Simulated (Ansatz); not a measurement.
# SrTl2 in Ansatz, single run

Launch command:

```bash
ansatz run input.yaml --threads 1 --pin off --max-ram 2560MiB --backend cpu --events-out ev --progress --plain --runs-dir out
```

input.yaml:

```yaml
crystal:
  lattice:
    - [2.549143, 4.415242, 0.0]
    - [-2.549143, 4.415242, 0.0]
    - [0.0, 0.0, 8.256329]
  atoms:
    - { symbol: Tl, position: [0.3333, 0.3334, 0.452] }
    - { symbol: Tl, position: [0.6666, 0.6667, 0.952] }
    - { symbol: Tl, position: [0.3333, 0.3334, 0.048] }
    - { symbol: Tl, position: [0.6667, 0.6667, 0.548] }
    - { symbol: Sr, position: [0.0, 0.0, 0.25] }
    - { symbol: Sr, position: [0.0, 0.0, 0.75] }
  symmetry: { tolerance: 0.0003 }
kpoints:
  mp_grid: { grid: [4, 4, 2], shift: [0.5, 0.5, 0.5] }
magnetization:
  spin_polarized: false
scf:
  occupations: { method: fermi_dirac }
  initial_density: { chi_scale: 0.3 }
hamiltonian:
  pseudopotentials: { kind: paw }
  xc: r2scan
basis:
  ecutwfc: 500
output:
  forces: true
  stress: true
  eigenvalues: true
```

Origin of the cell: a database entry, scaled a little.

The smearing width isn't typed, so it takes its default of 0.1 eV.

Output (shortened):

```
SCF iter   1: F=—  HF=-52952.699407 eV  Δρ=5.90e-2  dr2=1.69e1  dr2_τ=4.08e-1
SCF iter   2: F=—  HF=-52948.694211 eV  Δρ=3.05e-2  dr2=4.94e0  dr2_τ=8.98e-2
SCF iter   3: F=—  HF=-52947.308912 eV  Δρ=8.80e-3  dr2=3.99e-1  dr2_τ=1.11e-2
SCF iter   4: F=—  HF=-52947.206666 eV  Δρ=2.71e-3  dr2=1.47e-2  dr2_τ=7.70e-4
SCF iter   5: F=—  HF=-52947.215104 eV  Δρ=7.42e-4  dr2=1.54e-3  dr2_τ=4.58e-5
SCF iter   6: F=—  HF=-52947.216139 eV  Δρ=2.22e-4  dr2=1.94e-4  dr2_τ=8.93e-6
SCF iter   7: F=—  HF=-52947.216248 eV  Δρ=7.52e-5  dr2=2.82e-5  dr2_τ=1.90e-6
SCF iter   8: F=—  HF=-52947.216387 eV  Δρ=2.53e-5  dr2=2.28e-6  dr2_τ=3.76e-8
SCF iter   9: F=-52947.216388 eV  HF=-52947.216388 eV  Δρ=6.06e-6  dr2=8.25e-8  dr2_τ=4.05e-9
SCF 1 converged in 9 iterations: F = -52947.216388 eV  dr2 = 8.25e-8
SCF converged after 9 iterations
Free energy (F): -52947.216388 eV
Harris-Foulkes:  -52947.216388 eV  (|F-HF|=5.17e-8)
Internal energy: -52947.158703 eV  (E = F + TS)
E sigma→0 (E₀):  -52947.187545 eV
Entropy (-TS):   -0.057685 eV (-9.614 meV/atom)
Fermi energy:    9.763365 eV
--- Per-component energies (eV) ---
  E_band       = -226.409921
  E_kinetic    = 1835.854026
  E_local      = -5188.917073  (includes V_loc(G=0)·N_el)
  E_nonlocal   = 1668.030456
  E_hartree    = 1793.747319
  E_xc         = -1198.696877
  E_vxc        = -980.962738  (∫ρ·V_xc dr)
  E_paw        = -46207.342545  (= ΣΔE_a)
  E_vpaw       = -1215.803648  (= ΣTr[D̂ρ^β])
  E_aug_tail   = 0.000072  (compensation charges beyond the density's cutoff)
  E_vtau       = 67.892076  (kinetic-family band-sum trace: ∫τ·v_τ [+ j·A + Jᵃ·Aᵃ] dr)
  E_ewald      = -5653.701052
  E_core_change = 3.866971  (= ΣΔE_core)
  E_smearing   = -0.057685  (= −TS)
  Σ components = -52947.216388   (vs F -52947.216388, Δ=0.00e0)
--- Forces (eV/Å), atoms counted from 1 ---
  atom   1  Tl    -0.000000    -0.034104    -0.040521
  atom   2  Tl    -0.000000     0.034104    -0.040521
  atom   3  Tl    -0.000000    -0.034104     0.040521
  atom   4  Tl    -0.000000     0.034104     0.040521
  atom   5  Sr     0.000000    -0.004486     0.000000
  atom   6  Sr     0.000000     0.004486     0.000000
  max |Σ_I F_I| component: 4.16e-17 eV/Å
--- Stress (GPa, compression-positive) ---
        1.172229       0.000000       0.000000
        0.000000      -0.285662       0.000000
        0.000000       0.000000       1.007525
  P = ⅓ Tr σ = 0.6314 GPa (6.314 kbar)
```

Caveats: no spin-orbit coupling, though heavy elements are present; the k mesh is coarse if the cell is a metal; the k mesh keeps only part of the crystal's symmetry.

Time: 13 s on 1 thread of Arm Neoverse V1, on a shared host, peak memory 0.83 GiB, from the program's own first density.
